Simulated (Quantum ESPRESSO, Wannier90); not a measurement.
Wannier functions of NaF (rock salt)

```xyz
2
Lattice="0.0000 2.2859 2.2859 2.2859 0.0000 2.2859 2.2859 2.2859 0.0000" Properties=species:S:1:pos:R:3 pbc="T T T"
Na     0.0000     0.0000     0.0000
F      2.2859     2.2859     2.2859
```

Structure: Materials Project mp-682, symmetrised, not relaxed again. COD (Crystallography Open Database) has an entry of this formula and space group (matched by these alone). Computed values, not measurements, from PBEsol: Quantum ESPRESSO (norm-conserving PseudoDojo potentials, cutoff 71 Ry, no spin polarisation, no spin-orbit coupling) on a Γ-centred 12×12×12 mesh, then Wannier90. Density: 12×12×12 mesh, cold smearing 0.01 Ry.

A tight-binding model is made by disentanglement and projection with no localisation steps (num_iter = 0), so the 7 orbitals stay atom-like: hydrogen-like Na: s;p; F: p, axes along x, y, z; frozen window up to 7.92 eV relative to the valence-band maximum. It follows pw.x to 0.3 meV rms for states up to 7.4 eV relative to the valence-band maximum. Matrix elements depend on this choice of orbitals and windows.

The 20 largest hoppings ⟨m,0|H|n,R⟩ between different sites (one of each Hermitian pair; signs follow the real orbitals' lobes; the list may end inside a set of equal values):

```
m            n       R  distance of the centres (Å)  t (eV)
------  ------  ------  ---------------------------  ------
Na1 pz  Na1 py   1 0 0                         3.23   0.898
Na1 py  Na1 px   0 0 1                         3.23   0.898
Na1 px  Na1 py   0 0 1                         3.23   0.898
Na1 px  Na1 pz   0 1 0                         3.23   0.897
Na1 py  Na1 pz   1 0 0                         3.23   0.897
Na1 pz  Na1 px   0 1 0                         3.23   0.897
Na1 px  Na1 pz  1 0 -1                         3.23  -0.897
Na1 pz  Na1 px  1 0 -1                         3.23  -0.897
Na1 pz  Na1 py  0 1 -1                         3.23  -0.897
Na1 py  Na1 pz  0 1 -1                         3.23  -0.897
Na1 py  Na1 px  1 -1 0                         3.23  -0.897
Na1 px  Na1 py  1 -1 0                         3.23  -0.897
Na1 py  Na1 py  0 1 -1                         3.23   0.815
Na1 py  Na1 py   1 0 0                         3.23   0.815
Na1 px  Na1 px  1 0 -1                         3.23   0.815
Na1 pz  Na1 pz   0 1 0                         3.23   0.815
Na1 px  Na1 px   0 1 0                         3.23   0.815
Na1 px  Na1 px   0 0 1                         3.23   0.815
Na1 px  Na1 px  1 -1 0                         3.23   0.815
Na1 py  Na1 py   0 0 1                         3.23   0.815
```
